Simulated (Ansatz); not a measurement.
K₂Sn₂O₃:
```yaml
crystal:
  lattice:
    - [3.00586, 1.73544, 4.75377]
    - [-3.00586, 1.73544, 4.75377]
    - [0.00000, -3.47087, 4.75377]
  atoms:
    - { symbol: K, position: [0.50000, 0.50000, 0.50000] }
    - { symbol: K, position: [0.00000, 0.00000, 0.00000] }
    - { symbol: Sn, position: [0.24162, 0.24162, 0.24162] }
    - { symbol: Sn, position: [0.75838, 0.75838, 0.75838] }
    - { symbol: O, position: [0.00000, 0.50000, 0.00000] }
    - { symbol: O, position: [0.00000, 0.00000, 0.50000] }
    - { symbol: O, position: [0.50000, 0.00000, 0.00000] }
```

Plane-wave PAW r²SCAN (Ansatz code) gives a gap of 1.35 eV without spin–orbit coupling, maximum at Γ, minimum at Γ.

Q: What happens when spin–orbit coupling is switched on?

A: The gap decreases by 0.10 eV, to 1.25 eV; maximum at Γ, minimum at Γ.

Q: Give the electron effective mass with spin–orbit coupling.

A: 0.23, 0.23, 0.58 mₑ (principal values).

Q: Give the hole effective mass with spin–orbit coupling.

A: 0.18, 0.18, 0.38 mₑ (principal values).

Space group R-3m. The first step of the workflow began from a Materials Project structure, measured or hypothetical; the Crystallography Open Database files this formula in space group No. 166, but the cells were not matched. Whether it is the stable phase at ambient conditions was not checked. Symmetry was held in the r²SCAN relaxation; its stability against distortions is not shown here.

Potentials: the earlier of the program's two PAW sets. The files were generated under PBE; for other functionals the program regenerates the frozen cores, and for LDA and PBEsol the local potential too.
